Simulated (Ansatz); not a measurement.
KMgF3 (cubic perovskite, Pm-3m), DFT-PBEsol in the program Ansatz with PAW potentials: ε∞ = 2.12, cell volume 63.58 Å³. Infrared-active transverse modes:

```tsv
ω_TO (cm⁻¹)	oscillator strength S_xx (e²/amu)
142.4	0.07947
281.4	0.1317
461.8	0.1723
```

Compute the static dielectric constant.

Each mode adds (4.921e7/V) S/ω²: 3.03, 1.29, 0.63. So ε0 = 7.06.

The PBEsol relaxation kept the symmetry of its start; phonons on a q-mesh show no instability.

Potentials: the later of the program's two PAW sets.
